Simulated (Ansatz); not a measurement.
# Computed properties of Si

Si:
```xyz
12
Lattice="5.6712 0.0000 0.0000 0.0000 5.6712 0.0000 0.0000 0.0000 6.8495" Properties=species:S:1:pos:R:3 pbc="T T T"
Si     0.4482     0.4482     0.0000
Si     2.3874     3.2838     5.1371
Si     5.2231     5.2231     3.4247
Si     3.2838     2.3874     1.7124
Si     0.9343     2.1174     1.6179
Si     0.7183     3.7699     6.7550
Si     4.7370     3.5539     5.0426
Si     4.9530     1.9014     3.3303
Si     3.7699     0.7183     0.0945
Si     3.5539     4.7370     1.8069
Si     1.9014     4.9530     3.5192
Si     2.1174     0.9343     5.2316
```

Space group P4_32_12 (No. 96); conventional cell a = 5.671 Å, b = 5.671 Å, c = 6.849 Å, α = 90.00°, β = 90.00°, γ = 90.00°.

Method: the program Ansatz at the r²SCAN level (PAW). The cell and atoms are relaxed at this level. Other levels are named where they apply.

### Cell and energy

- Volume per atom: 18.36 Å³
- Density: 2.54 g/cm³

### Electronic structure

- Band gap = 1.42 eV (indirect)
- Valence-band maximum = off the standard path, at k = (0.281, 0.357, 0.000)
- Conduction-band minimum = on the Γ–Z line, 98 % of the way from Γ (2 equivalent valleys)
- Smallest direct gap on the standard path = 1.64 eV
- Hole effective mass = 0.23, 0.68, 1.8 mₑ (principal values)
- HSE06 gap on the r²SCAN cell = 1.71 eV

### Mechanics

* **Bulk modulus (Birch–Murnaghan fit)**: 81.6 GPa
* **Pressure derivative B′**: 3.2
* **Elastic constants (relaxed ions, GPa)**: C11 = 210, C12 = 31.5, C13 = 39.5, C33 = 128, C44 = 71.9, C66 = 58.2
* **Mechanical stability**: stable (all eigenvalues of C positive)
* **Hill bulk and shear moduli**: 83.8 and 68.3 GPa
* **Young's modulus**: 161 GPa
* **Poisson's ratio**: 0.18
* **Debye temperature from the elastic constants**: 645 K
* **Piezoelectric stress constants (proper, relaxed ions, C/m²)**: e14 = -0.12, e25 = 0.12

The start of the workflow was typed in or built on a structure type; neither database checked (COD, Materials Project) lists it. It is not the phase usual at ambient conditions (space group No. 227). Symmetry was held in the r²SCAN relaxation; whether a distortion lowers the energy is not shown.

Potentials: the earlier of the program's two PAW sets.
